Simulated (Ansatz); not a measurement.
The numbers come from plane-wave PAW DFT (Ansatz): r2SCAN, no spin polarisation, 500 eV, 6×6×4 Γ-centred k points, fermi-dirac occupations (width 0.1 eV). Nothing was relaxed.

Computed maps in the lattice plane spanned by a (left to right, 4.35 Å, 13 points from zero) and c (bottom to top, 6.98 Å, 21 points from zero), 90° apart, at height 0.000 along b. The fields are smooth PAW ones with compensation charges, not the true ones near nuclei.

Valence density. Digits on a logarithmic scale: 0 up to 0.03 e/Å³, each further digit a factor of 1.6, 9 from 1.3 e/Å³ up:
```
9996532235699
9976433334679
7665444444566
5544566665445
3345679976543
2235799997532
1235799997532
1235799997532
1224679976422
1223567765322
1223567765322
1224679976422
1235799997532
1235799997532
2235799997532
3345679976543
5544566665445
7665444444566
9976433334679
9996532235699
9997531135799
```

ELF. Ten even steps from '0' (0.04) to '9' (1.00):
```
0035520025530
2345410014543
4555334433555
5543456654345
2224666666422
0025652256520
0025641146520
0014552255410
0003555555300
0001466664100
0001466664100
0003555555300
0014552255410
0025641146520
0025652256520
2224666666422
5543456654345
4555334433555
2345410014543
0035520025530
9025620026520
```

The cell is Te3As4Rh2. Which atoms lie within 0.2 Å of this plane, and where (fractions of a and c)?

Te at (0.00, 0.00), As at (0.49, 0.68), As at (0.51, 0.32). The whole cell:
```
CELL_PARAMETERS angstrom
0.00000 4.34597 0.00000
8.17358 -2.17299 0.00000
2.74465 0.00000 -6.42016
ATOMIC_POSITIONS crystal
Te 0.14370 0.28740 0.41856
Te 0.85630 0.71260 0.58144
Te 0.00000 0.00000 0.00000
Rh 0.32838 0.65676 0.96341
Rh 0.67162 0.34324 0.03659
As 0.20638 0.41276 0.83267
As 0.79362 0.58724 0.16733
As 0.48895 0.97790 0.67972
As 0.51105 0.02210 0.32028
```

Origin: a known structure type with other elements, at an estimated volume, so it need not be a known compound. Caveats: atoms or cell far from equilibrium.
